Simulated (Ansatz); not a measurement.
GeTePb$_{2}$Se$_{2}$:
```cif
data_GePb2Se2Te
_chemical_formula_sum 'Ge1 Te1 Pb2 Se2'
_space_group_name_H-M_alt 'P 1'
_space_group_IT_number 1
_cell_length_a 4.28806
_cell_length_b 4.28806
_cell_length_c 10.89523
_cell_angle_alpha 90.000
_cell_angle_beta 90.000
_cell_angle_gamma 120.000
loop_
_space_group_symop_operation_xyz
  'x, y, z'
loop_
_atom_site_label
_atom_site_type_symbol
_atom_site_fract_x
_atom_site_fract_y
_atom_site_fract_z
_atom_site_occupancy
Ge1 Ge 0.00000 0.00000 0.00189 1
Te1 Te 0.66667 0.33333 0.86519 1
Pb1 Pb 0.66667 0.33333 0.31074 1
Pb2 Pb 0.33333 0.66667 0.65023 1
Se1 Se 0.33333 0.66667 0.16600 1
Se2 Se 0.00000 0.00000 0.50594 1
```

Relaxed with r²SCAN+D4.

Task: Tabulate the valence density and the electron localisation function along the shortest Ge–Te contact (2.89 Å), DFT-r²SCAN+D4 in the program Ansatz with PAW potentials.

Result: 

```csv
distance from Ge (Å),density (e/Å³),ELF
0.29,21.82,0.02
0.43,7.70,0.08
0.58,2.53,0.22
0.72,1.06,0.36
0.87,0.58,0.41
1.01,0.40,0.44
1.16,0.33,0.51
1.30,0.30,0.58
1.44,0.32,0.65
1.59,0.37,0.69
1.73,0.47,0.65
1.88,0.62,0.56
2.02,0.90,0.48
2.17,1.89,0.37
2.31,4.41,0.19
2.46,8.37,0.05
2.60,12.78,0.01
```

The density is the valence pseudo-density with augmentation charge, so density and ELF within about 1 Å of a nucleus are not all-electron values.

Space group P3m1. The first step of the workflow began from a Materials Project structure, measured or hypothetical; the Crystallography Open Database copy checked does not list it. Its standing as an ambient phase is unchecked. The cell was relaxed with r²SCAN+D4 under the symmetry of its start; whether a distortion lowers the energy is not shown. Scalar-relativistic: spin–orbit coupling is off unless named, which matters more the heavier the elements.

Potentials: the later of the program's two PAW sets.
